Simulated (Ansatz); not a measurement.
AlRu (CsCl type, Pm-3m) under volume change, PBEsol in the plane-wave PAW code Ansatz, scaled uniformly.

```csv
V (Å³/atom),E − E(relaxed) (meV/atom),P (GPa)
11.995,86.5,25.41
12.390,?,?
12.786,8.6,7.15
13.181,0.0,0.00
13.576,7.7,-6.08
13.972,?,?
14.367,62.6,-15.64
```

Question: Some entries are withheld; supply them.

Answer: 
- 12.390, E − E(relaxed) (meV/atom): 36.3
- 12.390, P (GPa): 15.54
- 13.972, E − E(relaxed) (meV/atom): 29.3
- 13.972, P (GPa): -11.25

Question: What does a third-order Birch–Murnaghan fit give for V₀, B₀ and B′?

Answer: V₀ = 13.18 Å³/atom, B₀ = 219 GPa, B′ = 4.4.

The cell was relaxed with PBEsol under the symmetry of its start; of distortions, only those at the zone centre were tested. No spin polarisation was allowed.

Potentials: the earlier of the program's two PAW sets.
